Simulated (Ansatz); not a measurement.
Moment against volume in MnCl2 (R-3m)

The reference geometry is a structure as deposited in COD (the entry's cell lengths or inner coordinates differ somewhat from later room-temperature determinations); nothing is relaxed.

The runs share PBEsol, 9×9×9 k mesh, Fermi–Dirac smearing of 0.08 eV. PAW means Ansatz 0.2.0 on its default frozen-core files; LAPW is all-electron LAPW in Ansatz 0.2.0. Site moments are integrated in spheres about the atoms, whose radii differ between the methods.

The reference run was typed so:

```yaml
crystal:
  lattice:
    - [1.843, 1.0640565461, 5.8233333333]
    - [-1.843, 1.0640565461, 5.8233333333]
    - [0.0, -2.1281130922, 5.8233333333]
  atoms:
    - { symbol: Mn, position: [0.0, 0.0, 0.0], spin: 4.0 }
    - { symbol: Cl, position: [0.25, 0.25, 0.25] }
    - { symbol: Cl, position: [0.75, 0.75, 0.75] }
magnetization:
  spin_polarized: true
kpoints:
  mp_grid: { grid: [9, 9, 9] }
scf:
  occupations: { method: fermi_dirac, width: 0.08 }
  lower_state_search: "off"
hamiltonian:
  xc: pbesol
  pseudopotentials: { kind: paw }
output:
  forces: true
  stress: true
  eigenvalues: true
  populations: true
```

Command: `ansatz run input.yaml --threads 2 --pin off --max-ram 6144MiB --backend cpu --events-out ev --progress --plain --runs-dir out`

The input for «volume scaled by 0.88» by LAPW differs from it in these lines, output keys apart:

```diff
-    - [1.843, 1.0640565461, 5.8233333333]
-    - [-1.843, 1.0640565461, 5.8233333333]
-    - [0.0, -2.1281130922, 5.8233333333]
+    - [1.7661173593, 1.0196683328, 5.5804069935]
+    - [-1.7661173593, 1.0196683328, 5.5804069935]
+    - [0.0, -2.0393366656, 5.5804069935]
-  pseudopotentials: { kind: paw }
+  pseudopotentials: { kind: all_electron, lapw: { basis_error: 0.001 } }
```

The cell shown is scaled evenly to other volumes, and every spin-polarised run starts from the same moments.

**Question.** Over V/V₀ from 0.7 to 1.2, do the moments collapse, and if so where?

**Answer.** The moments survive down to the smallest volume, V/V₀ = 0.7 at 26 GPa, where the largest is 3.76 μB.
| V/V₀ | Å³/atom | M PAW (μB/cell) | M LAPW (μB/cell) | largest site moment, PAW (μB) | P PAW (GPa) | P LAPW (GPa) | F − F(unpolarised), PAW (meV/atom) |
| --- | --- | --- | --- | --- | --- | --- | --- |
| 0.7 | 15.99 | 4.59 | – | 3.76 | 25.7 | – | -167 |
| 0.76 | 17.36 | 4.96 | – | 4.09 | 17.7 | – | -366 |
| 0.82 | 18.73 | 5.00 | – | 4.20 | 9.6 | – | -541 |
| 0.88 | 20.10 | 5.00 | 5.00 | 4.28 | 3.7 | 3.7 | -688 |
| 0.94 | 21.47 | 5.00 | – | 4.34 | -0.4 | – | -811 |
| 1 | 22.84 | 5.00 | 5.00 | 4.40 | -3.3 | -3.3 | -914 |
| 1.06 | 24.21 | 5.00 | – | 4.45 | -5.4 | – | -1001 |
| 1.12 | 25.58 | 5.00 | 5.00 | 4.49 | -6.8 | -6.8 | -1074 |
| 1.2 | 27.41 | 5.00 | 5.00 | 4.54 | -8.0 | -8.0 | -1154 |

**Question.** How fast does the largest site moment change with volume about V₀?

**Answer.** d ln m/d ln V ≈ ln(4.450/4.345)/ln(1.06/0.94) = 0.20. A value this small marks a localised or saturated moment.

**Question.** Fit a third-order Birch–Murnaghan equation to the PAW pressures of the magnetic runs between 0.85 and 1.11 V₀. What are the zero-pressure volume and bulk modulus?

**Answer.** V = 21.31 Å³/atom (0.933 V₀), B = 56 GPa, B′ = 4.5, with a worst miss of 0.00 GPa. Cell shape and inner coordinates are held, so these aren't the relaxed crystal's values unless symmetry fixes them.

The PAW files were made with PBE; the program remakes their cores once for the run's functional and then keeps them frozen. Under strong compression frozen cores are worth checking against an all-electron run. The Ansatz runs typed with the search for lower states off end where their start leads. The magnetic state is the one that this cell and start allow. It needn't be the compound's measured order, which may need a larger cell or be absent.
